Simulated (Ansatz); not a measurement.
**RbLuSe$_{2}$: 30 steps of 2.0 fs from 500 K**

All numbers below come from Ansatz 0.2.0, DFT, PBEsol, all-electron LAPW, scalar-relativistic.

Command: `ansatz run input.yaml --threads 2 --pin off --max-ram 6144MiB --backend cpu --events-out ev --progress --plain --runs-dir out` The run took 20 min on 2 threads of Arm Neoverse V2 (shared host), peak memory 0.91 GiB.

```yaml
crystal:
  lattice:
    - [2.0647, 1.1920551008, 7.8713333333]
    - [-2.0647, 1.1920551008, 7.8713333333]
    - [0.0, -2.3841102016, 7.8713333333]
  atoms:
    - { symbol: Rb, position: [0.0, 0.0, 0.0] }
    - { symbol: Lu, position: [0.5, 0.5, 0.5] }
    - { symbol: Se, position: [0.23179, 0.23179, 0.23179] }
    - { symbol: Se, position: [0.76821, 0.76821, 0.76821] }
kpoints:
  mp_grid: { grid: [5, 5, 5] }
scf:
  occupations: { method: fermi_dirac, width: 0.08 }
hamiltonian:
  xc: pbesol
  pseudopotentials: { kind: all_electron, lapw: { basis_error: 0.001 } }
output:
  forces: true
  stress: true
md:
  timestep: 2.0
  n_steps: 30
  ensemble: nve
  temperature: 500
  initial_velocities: maxwell_boltzmann
  seed: 200645
```

No spin–orbit coupling, which matters for the heavy atoms here.

The cell comes from COD entry 4318778, which wasn't checked; take it as a given geometry.

Each frame lists Cartesian positions (Å) and forces (eV/Å). Free energies count from the first step, -609362.7566 eV.

Step 0 (t = 0.0 fs): E = 0.0 meV, T = 500 K, conserved energy 0.0 meV

```
Rb    0.0000    0.0000    0.0000     0.000   0.000   0.000
Lu    0.0000    0.0000   11.8070     0.000   0.000   0.000
Se    0.0000    0.0000    5.4735     0.000   0.000  -0.164
Se    0.0000    0.0000   18.1405     0.000   0.000   0.164
```

Step 1 (t = 2.0 fs): E = +2.5 meV, T = 494 K, conserved energy 0.0 meV

```
Rb    0.0032   -0.0024    0.0008    -0.005   0.002   0.000
Lu   -0.0006    0.0018   11.8100    -0.001  -0.008  -0.057
Se    0.0012    0.0035    5.4755    -0.007  -0.015  -0.180
Se   -0.0035   -0.0048   18.1310     0.014   0.022   0.236
```

Step 2 (t = 4.0 fs): E = +6.0 meV, T = 485 K, conserved energy 0.0 meV

```
Rb    0.0064   -0.0048    0.0015    -0.011   0.004   0.001
Lu   -0.0011    0.0035   11.8130    -0.002  -0.016  -0.113
Se    0.0025    0.0070    5.4775    -0.014  -0.031  -0.195
Se   -0.0069   -0.0097   18.1217     0.027   0.042   0.307
```

Step 3 (t = 6.0 fs): E = +10.5 meV, T = 473 K, conserved energy 0.0 meV

```
Rb    0.0095   -0.0071    0.0023    -0.017   0.006   0.000
Lu   -0.0017    0.0053   11.8159    -0.002  -0.022  -0.168
Se    0.0037    0.0105    5.4793    -0.021  -0.045  -0.209
Se   -0.0104   -0.0145   18.1124     0.040   0.061   0.377
```

Step 4 (t = 8.0 fs): E = +16.0 meV, T = 459 K, conserved energy 0.0 meV

```
Rb    0.0127   -0.0095    0.0031    -0.023   0.008   0.000
Lu   -0.0022    0.0071   11.8188    -0.001  -0.027  -0.221
Se    0.0050    0.0139    5.4811    -0.027  -0.060  -0.222
Se   -0.0138   -0.0193   18.1034     0.052   0.080   0.444
```

Step 5 (t = 10.0 fs): E = +22.4 meV, T = 442 K, conserved energy 0.0 meV

```
Rb    0.0159   -0.0119    0.0038    -0.030   0.009  -0.001
Lu   -0.0028    0.0088   11.8217     0.000  -0.032  -0.273
Se    0.0062    0.0173    5.4827    -0.033  -0.075  -0.235
Se   -0.0172   -0.0240   18.0946     0.064   0.097   0.509
```

Step 6 (t = 12.0 fs): E = +29.4 meV, T = 424 K, conserved energy 0.0 meV

```
Rb    0.0190   -0.0142    0.0046    -0.037   0.011  -0.002
Lu   -0.0033    0.0106   11.8245     0.001  -0.035  -0.324
Se    0.0074    0.0207    5.4842    -0.040  -0.089  -0.246
Se   -0.0206   -0.0287   18.0860     0.075   0.114   0.572
```

Step 7 (t = 14.0 fs): E = +37.2 meV, T = 404 K, conserved energy 0.0 meV

```
Rb    0.0222   -0.0166    0.0054    -0.044   0.012  -0.003
Lu   -0.0039    0.0123   11.8272     0.003  -0.038  -0.372
Se    0.0086    0.0240    5.4856    -0.045  -0.103  -0.257
Se   -0.0239   -0.0334   18.0777     0.086   0.130   0.632
```

Step 8 (t = 16.0 fs): E = +45.4 meV, T = 383 K, conserved energy 0.0 meV

```
Rb    0.0253   -0.0189    0.0061    -0.051   0.013  -0.005
Lu   -0.0044    0.0140   11.8299     0.006  -0.041  -0.419
Se    0.0097    0.0273    5.4869    -0.051  -0.117  -0.266
Se   -0.0272   -0.0379   18.0697     0.096   0.144   0.690
```

Step 9 (t = 18.0 fs): E = +54.1 meV, T = 361 K, conserved energy +0.1 meV

```
Rb    0.0284   -0.0213    0.0069    -0.059   0.014  -0.007
Lu   -0.0050    0.0158   11.8325     0.009  -0.042  -0.463
Se    0.0109    0.0306    5.4881    -0.057  -0.130  -0.275
Se   -0.0305   -0.0424   18.0621     0.107   0.158   0.745
```

Step 10 (t = 20.0 fs): E = +63.1 meV, T = 337 K, conserved energy +0.1 meV

```
Rb    0.0314   -0.0236    0.0076    -0.066   0.014  -0.009
Lu   -0.0056    0.0175   11.8349     0.012  -0.044  -0.506
Se    0.0120    0.0337    5.4891    -0.062  -0.143  -0.282
Se   -0.0337   -0.0469   18.0548     0.117   0.172   0.797
```

Step 11 (t = 22.0 fs): E = +72.2 meV, T = 314 K, conserved energy +0.1 meV

```
Rb    0.0344   -0.0260    0.0084    -0.074   0.015  -0.012
Lu   -0.0061    0.0192   11.8373     0.015  -0.044  -0.545
Se    0.0130    0.0368    5.4900    -0.067  -0.155  -0.288
Se   -0.0368   -0.0512   18.0479     0.127   0.185   0.845
```

Step 12 (t = 24.0 fs): E = +81.5 meV, T = 290 K, conserved energy +0.1 meV

```
Rb    0.0374   -0.0283    0.0091    -0.082   0.016  -0.015
Lu   -0.0066    0.0209   11.8395     0.019  -0.045  -0.583
Se    0.0141    0.0399    5.4907    -0.072  -0.167  -0.293
Se   -0.0399   -0.0555   18.0414     0.136   0.197   0.891
```

Step 13 (t = 26.0 fs): E = +90.7 meV, T = 266 K, conserved energy +0.1 meV

```
Rb    0.0404   -0.0306    0.0099    -0.090   0.016  -0.018
Lu   -0.0072    0.0226   11.8416     0.022  -0.045  -0.618
Se    0.0151    0.0428    5.4913    -0.077  -0.179  -0.298
Se   -0.0429   -0.0596   18.0354     0.145   0.209   0.933
```

Step 14 (t = 28.0 fs): E = +99.7 meV, T = 243 K, conserved energy +0.1 meV

```
Rb    0.0433   -0.0329    0.0106    -0.098   0.016  -0.021
Lu   -0.0077    0.0242   11.8435     0.026  -0.046  -0.650
Se    0.0160    0.0457    5.4917    -0.082  -0.191  -0.301
Se   -0.0458   -0.0637   18.0298     0.155   0.220   0.971
```

Step 15 (t = 30.0 fs): E = +108.5 meV, T = 221 K, conserved energy +0.1 meV

```
Rb    0.0462   -0.0352    0.0113    -0.107   0.016  -0.024
Lu   -0.0083    0.0259   11.8454     0.029  -0.046  -0.679
Se    0.0170    0.0484    5.4920    -0.086  -0.201  -0.303
Se   -0.0487   -0.0676   18.0247     0.164   0.231   1.006
```

Step 16 (t = 32.0 fs): E = +116.8 meV, T = 199 K, conserved energy +0.1 meV

```
Rb    0.0490   -0.0375    0.0121    -0.115   0.016  -0.028
Lu   -0.0088    0.0275   11.8470     0.033  -0.046  -0.706
Se    0.0179    0.0511    5.4922    -0.091  -0.212  -0.304
Se   -0.0515   -0.0715   18.0201     0.172   0.242   1.037
```

Step 17 (t = 34.0 fs): E = +124.8 meV, T = 179 K, conserved energy +0.1 meV

```
Rb    0.0518   -0.0398    0.0128    -0.123   0.016  -0.031
Lu   -0.0093    0.0292   11.8485     0.036  -0.047  -0.730
Se    0.0187    0.0536    5.4922    -0.095  -0.222  -0.304
Se   -0.0542   -0.0752   18.0159     0.181   0.252   1.065
```

Step 18 (t = 36.0 fs): E = +132.1 meV, T = 160 K, conserved energy +0.1 meV

```
Rb    0.0545   -0.0421    0.0134    -0.130   0.016  -0.035
Lu   -0.0098    0.0308   11.8499     0.040  -0.047  -0.751
Se    0.0195    0.0561    5.4921    -0.098  -0.231  -0.303
Se   -0.0568   -0.0788   18.0123     0.189   0.262   1.088
```

Step 19 (t = 38.0 fs): E = +138.9 meV, T = 142 K, conserved energy +0.1 meV

```
Rb    0.0572   -0.0444    0.0141    -0.138   0.016  -0.038
Lu   -0.0103    0.0324   11.8511     0.043  -0.048  -0.769
Se    0.0202    0.0584    5.4918    -0.102  -0.240  -0.301
Se   -0.0593   -0.0823   18.0093     0.197   0.272   1.108
```

Step 20 (t = 40.0 fs): E = +144.9 meV, T = 127 K, conserved energy +0.1 meV

```
Rb    0.0598   -0.0466    0.0148    -0.146   0.016  -0.042
Lu   -0.0108    0.0341   11.8521     0.047  -0.050  -0.784
Se    0.0209    0.0606    5.4913    -0.106  -0.248  -0.297
Se   -0.0617   -0.0856   18.0068     0.205   0.282   1.123
```

Step 21 (t = 42.0 fs): E = +150.2 meV, T = 113 K, conserved energy +0.1 meV

```
Rb    0.0623   -0.0489    0.0154    -0.153   0.016  -0.045
Lu   -0.0113    0.0357   11.8529     0.050  -0.052  -0.796
Se    0.0216    0.0627    5.4907    -0.109  -0.256  -0.293
Se   -0.0640   -0.0888   18.0048     0.212   0.292   1.135
```

Step 22 (t = 44.0 fs): E = +154.6 meV, T = 102 K, conserved energy +0.1 meV

```
Rb    0.0648   -0.0512    0.0160    -0.160   0.016  -0.048
Lu   -0.0118    0.0372   11.8536     0.053  -0.054  -0.805
Se    0.0222    0.0647    5.4900    -0.112  -0.264  -0.288
Se   -0.0663   -0.0919   18.0034     0.219   0.302   1.142
```

Step 23 (t = 46.0 fs): E = +158.2 meV, T = 92 K, conserved energy +0.1 meV

```
Rb    0.0672   -0.0534    0.0166    -0.166   0.016  -0.052
Lu   -0.0122    0.0388   11.8541     0.056  -0.057  -0.811
Se    0.0227    0.0666    5.4891    -0.115  -0.270  -0.282
Se   -0.0684   -0.0948   18.0025     0.226   0.312   1.145
```

Step 24 (t = 48.0 fs): E = +161.0 meV, T = 85 K, conserved energy +0.1 meV

```
Rb    0.0695   -0.0556    0.0172    -0.172   0.016  -0.055
Lu   -0.0127    0.0404   11.8544     0.058  -0.061  -0.814
Se    0.0232    0.0683    5.4881    -0.118  -0.277  -0.275
Se   -0.0704   -0.0975   18.0022     0.232   0.321   1.144
```

Step 25 (t = 50.0 fs): E = +162.9 meV, T = 80 K, conserved energy +0.1 meV

```
Rb    0.0717   -0.0579    0.0177    -0.178   0.017  -0.057
Lu   -0.0131    0.0419   11.8546     0.060  -0.066  -0.814
Se    0.0236    0.0698    5.4870    -0.121  -0.282  -0.267
Se   -0.0723   -0.1001   18.0025     0.238   0.331   1.139
```

Step 26 (t = 52.0 fs): E = +163.9 meV, T = 78 K, conserved energy +0.1 meV

```
Rb    0.0739   -0.0601    0.0182    -0.183   0.017  -0.060
Lu   -0.0135    0.0435   11.8545     0.062  -0.071  -0.811
Se    0.0240    0.0713    5.4857    -0.123  -0.287  -0.259
Se   -0.0740   -0.1025   18.0033     0.244   0.341   1.130
```

Step 27 (t = 54.0 fs): E = +164.0 meV, T = 77 K, conserved energy +0.1 meV

```
Rb    0.0760   -0.0623    0.0187    -0.188   0.018  -0.062
Lu   -0.0139    0.0450   11.8543     0.064  -0.077  -0.805
Se    0.0243    0.0726    5.4843    -0.125  -0.292  -0.249
Se   -0.0757   -0.1048   18.0046     0.249   0.351   1.116
```

Step 28 (t = 56.0 fs): E = +163.3 meV, T = 79 K, conserved energy +0.1 meV

```
Rb    0.0779   -0.0645    0.0192    -0.192   0.018  -0.064
Lu   -0.0143    0.0465   11.8539     0.066  -0.084  -0.796
Se    0.0245    0.0737    5.4828    -0.127  -0.296  -0.239
Se   -0.0772   -0.1069   18.0066     0.254   0.362   1.099
```

Step 29 (t = 58.0 fs): E = +161.7 meV, T = 83 K, conserved energy +0.1 meV

```
Rb    0.0799   -0.0667    0.0196    -0.196   0.019  -0.066
Lu   -0.0147    0.0480   11.8533     0.067  -0.092  -0.784
Se    0.0247    0.0748    5.4812    -0.129  -0.299  -0.228
Se   -0.0786   -0.1088   18.0090     0.258   0.372   1.077
```

Step 30 (t = 60.0 fs): E = +159.5 meV, T = 89 K, conserved energy +0.1 meV

```
Rb    0.0817   -0.0689    0.0200    -0.199   0.020  -0.067
Lu   -0.0150    0.0494   11.8525     0.068  -0.101  -0.768
Se    0.0248    0.0756    5.4794    -0.131  -0.302  -0.216
Se   -0.0799   -0.1106   18.0120     0.262   0.383   1.052
```

Question: What is the mean temperature over the last 16 frames?

Answer: 119 K; so short a run of so small a cell isn't equilibrated.
